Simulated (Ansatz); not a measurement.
Relaxed TiC (rock salt):

```xyz
4
Lattice="0.0000 4.3330 4.3330 2.1665 2.1665 4.3330 2.1665 2.1665 0.0000" Properties=species:S:1:pos:R:3 pbc="T T T"
C      0.0000     0.0000     0.0000
C      2.1665     4.3330     2.1665
Ti     2.1665     2.1665     2.1665
Ti     2.1665     4.3330     4.3330
```

The atoms are displaced by Q × the pattern below (from a DFPT mode at X = (0.5, 0.5, 0.0), largest move 1; Q in Å), at fixed cell. (q is in reciprocal vectors of the primitive cell; the cell shown is doubled to hold the pattern.)

| atom | x | y | z |
|---|---|---|---|
| C1 | 0.000 | 0.000 | -0.022 |
| C2 | 0.000 | 0.000 | 0.022 |
| Ti3 | 0.000 | 0.000 | 1.000 |
| Ti4 | 0.000 | 0.000 | -1.000 |

Level of theory: PBE (plane waves to 420 eV, PAW, scalar-relativistic; Ansatz, a quantum-chemistry and plane-wave program). k mesh 18×18×18 (Γ-centred), Fermi-Dirac smearing 0.05 eV. With partly filled bands, energies and forces of such displacements shift with the k mesh and the smearing. TiC is run without spin polarisation. TiC was relaxed with its symmetry unable to fall.

At one point of the scan the forces (eV/Å) are:

```json
[
 {"atom": "C1", "Fx": "0.000", "Fy": "0.000", "Fz": "-0.181"},
 {"atom": "C2", "Fx": "0.000", "Fy": "0.000", "Fz": "0.181"},
 {"atom": "Ti3", "Fx": "0.000", "Fy": "0.000", "Fz": "3.428"},
 {"atom": "Ti4", "Fx": "0.000", "Fy": "0.000", "Fz": "-3.428"}
]
```

Task: Which point is it?
A) Q = -0.150 Å
B) Q = -0.090 Å
C) Q = -0.030 Å
D) Q = -0.060 Å

Result: A, Q = -0.150 Å

(For displaced atoms, the force is minus the slope of the energy, and its curvature is a force constant, which sets phonon frequencies.)
